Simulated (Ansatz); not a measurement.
SiO2 (alpha-quartz type, space group P3_121)

```
CELL_PARAMETERS angstrom
      5.02210     0.00000     0.00000
     -2.51105     4.34927     0.00000
      0.00000     0.00000     5.51028
ATOMIC_POSITIONS crystal
  Si 0.47672 0.00000 0.33333
  Si 0.00000 0.47672 0.66667
  Si 0.52328 0.52328 0.00000
  O  0.41453 0.25539 0.20512
  O  0.74461 0.15915 0.53845
  O  0.84085 0.58547 0.87179
  O  0.15915 0.74461 0.46155
  O  0.25539 0.41453 0.79488
  O  0.58547 0.84085 0.12821
```

A phonon eigenvector at Γ is frozen into this cell: atom i moves by Q times the vector below, so Q is the largest atomic displacement, in Å. The cell is held.

```csv
atom,x,y,z
Si1,0.000,0.079,-0.374
Si2,-0.068,-0.039,-0.374
Si3,0.068,-0.039,-0.374
O4,0.546,0.771,0.329
O5,-0.940,0.087,0.329
O6,0.395,-0.858,0.329
O7,-0.546,0.771,0.329
O8,-0.395,-0.858,0.329
O9,0.940,0.087,0.329
```

Method: PBE (plane waves to 420 eV, PAW, scalar-relativistic; Ansatz, a quantum-chemistry and plane-wave program). k mesh 8×8×6 (Γ-centred), Fermi-Dirac smearing 0.05 eV. E stands for the smeared free energy. SiO2 was relaxed with its symmetry unable to fall. The zero of ΔE is the undisplaced structure.

```
Q (Å)   ΔE (meV/cell)
------  -------------
-0.180            798
-0.150            552
-0.120       withheld
-0.090            198
-0.060             88
-0.030             22
0.000               0
0.030              22
0.060              88
0.090             198
0.120        withheld
0.150             552
0.180             798
```

Fit an even polynomial form (powers 2, 4) to the given rows and predict ΔE at Q = -0.120.

Least squares on the 11 given rows: ΔE = (24360)·Q² + (8296)·Q⁴, in meV/cell with Q in Å; root-mean-square residual 0.2 meV/cell. At -0.120 the fit gives 353 meV/cell; the calculation gives 352 meV/cell, so the interpolation is off by 1 (+0.3 %). The quadratic term alone would give 351 meV/cell.

(For displaced atoms, the force is minus the slope of the energy, and its curvature is a force constant, which sets phonon frequencies.)
